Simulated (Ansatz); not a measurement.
# Relaxing a structure of GaN

The start is a relaxed GaN cell, doubled along one cell vector, shaken by Gaussian noise of σ = 0.08 Å a coordinate. A full variable-cell relaxation at zero pressure is run with r2SCAN (plane waves to 500 eV, PAW, scalar-relativistic; Ansatz, a quantum-chemistry and plane-wave program). The first steps use a coarse 9×5×9 k-mesh.

Starting cell:
```
CELL_PARAMETERS angstrom
      0.00000     2.24908     2.24908
      4.49817     0.00000     4.49817
      2.24908     2.24908     0.00000
ATOMIC_POSITIONS crystal
  N  0.71268 0.36798 0.76490
  N  0.69595 0.87736 0.78969
  Ga 0.03077 0.00002 0.99477
  Ga 0.02507 0.52398 0.94344
```

```json
{
  "initial_pressure": "+6.9 GPa (positive: the cell is compressed)",
  "energy_released": "0.24 eV/atom",
  "relative_to_the_parent": "The parent structure is recovered, F-43m (No. 216)",
  "Shortest distances (start → end)": "The closest pairs of elements (up to four, under 3.6 Å), start → end: Ga–N 1.73 → 1.95 Å; Ga–Ga 3.02 → 3.18 Å; N–N 3.11 → 3.18 Å",
  "band_gap_at_the_end": "2.17 eV, direct at Γ (no spin-orbit coupling)",
  "optimiser_moves": "5"
}
```

Final values are on a 13×13×13 k-mesh of the relaxed cell. No spin polarisation in the result.
